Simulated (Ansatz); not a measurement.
**Question.** Mg (hcp (Mg type), space group No. 194) is relaxed with the program Ansatz at the PBE+D3(BJ) level (PAW). What lattice parameters of the conventional cell result?

**Answer.** a = 3.151 Å, c = 5.048 Å.

Space group P6_3/mmc (hcp (Mg type)). The cell was relaxed with PBE+D3(BJ) under the symmetry of its start. The pairwise dispersion correction was not fitted to metals. Axis ratios of metals converge slowly with the k-mesh, so a and c are less sure than the volume.

Potentials: the later of the program's two PAW sets.
